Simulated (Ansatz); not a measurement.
Bi2TeSe2:
```
CELL_PARAMETERS angstrom
      4.22571     0.00000     0.00000
     -2.11285     3.65957     0.00000
      0.00000     0.00000    41.00000
ATOMIC_POSITIONS crystal
  Te 0.00000 0.00000 0.50000
  Bi 0.33333 0.66667 0.55201
  Se 0.33333 0.66667 0.41141
  Bi 0.66667 0.33333 0.44799
  Se 0.66667 0.33333 0.58859
```
The layer is periodic in x and y and isolated along z.

Relaxed with r²SCAN+D4.

### Question
Tabulate the total density of states from plane-wave PAW r²SCAN+D4 (Ansatz code).

### Answer
States/eV per cell of 5 atoms, means over 0.25 eV bins, energy of the bin centre from the valence-band maximum.

```csv
E (eV),total
-7.85,0.44
-7.60,0.00
-7.35,0.00
-7.10,0.00
-6.85,0.00
-6.60,0.00
-6.35,0.00
-6.10,0.00
-5.85,0.00
-5.60,0.00
-5.35,0.00
-5.10,0.00
-4.85,0.00
-4.60,0.75
-4.35,2.56
-4.10,1.34
-3.85,2.32
-3.60,2.02
-3.35,4.75
-3.10,3.89
-2.85,4.80
-2.60,4.38
-2.35,6.01
-2.10,4.33
-1.85,3.87
-1.60,3.47
-1.35,2.47
-1.10,4.29
-0.85,2.89
-0.60,5.54
-0.35,7.03
-0.10,5.30
0.15,0.00
0.40,0.00
0.65,0.00
0.90,0.00
1.15,0.00
1.40,0.01
1.65,0.55
1.90,2.60
2.15,2.47
2.40,4.20
2.65,6.07
2.90,7.26
3.15,2.11
3.40,1.37
3.65,1.51
3.90,2.88
4.15,3.03
4.40,3.92
4.65,2.86
4.90,4.03
5.15,2.90
5.40,3.44
5.65,1.22
5.90,1.40
```

Space group P-3m1. The layer was cut from a bulk entry of the Materials Project (measured or hypothetical); whether that bulk phase is the ambient one, and whether the layer has been isolated, was not checked. Symmetry was held in the r²SCAN+D4 relaxation; whether a distortion lowers the energy is not shown. Spin–orbit coupling is left out wherever it is not named.

Potentials: the later of the program's two PAW sets.
